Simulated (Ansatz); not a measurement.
TePb (rock salt), relaxed with r²SCAN (Ansatz, an electronic-structure program, plane waves, PAW): a = 6.535 Å, b = 6.535 Å, c = 6.535 Å, α = 90.00°, β = 90.00°, γ = 90.00°.

| Quantity | Value |
|---|---|
| gap (eV) | 1.09 |
| ΔH_f (eV/atom) | -0.50 |
| B₀ by P(V) fit (GPa) | 42.1 |
| K_Hill (GPa) | 42.2 |
| G_Hill (GPa) | 26.3 |
| highest Γ mode, no LO–TO term (cm⁻¹) | 12 |
| electron conductivity mass (mₑ) | 0.15 |
| Θ_D (K) | 184 |

Q: The same phase is relaxed and computed with LDA in the same code. What are the cell and these values now?

A: a = b = c = 6.380 Å, α = β = γ = 90.00°.

* **gap (eV)**: 0.57
* **ΔH_f (eV/atom)**: -0.36
* **B₀ by P(V) fit (GPa)**: 48.8
* **K_Hill (GPa)**: 48.9
* **G_Hill (GPa)**: 29.3
* **highest Γ mode, no LO–TO term (cm⁻¹)**: 43
* **electron conductivity mass (mₑ)**: 0.12
* **Θ_D (K)**: 192

All cells were relaxed under the symmetry of their starts (and spin orders); stability against distortions was not tested throughout. Spin–orbit coupling is left out wherever it is not named.

Potentials: the later of the program's two PAW sets.

Ansatz is a plane-wave DFT program.

Formation energies count from the lowest solids of the elements computed at the same level, not from gases.
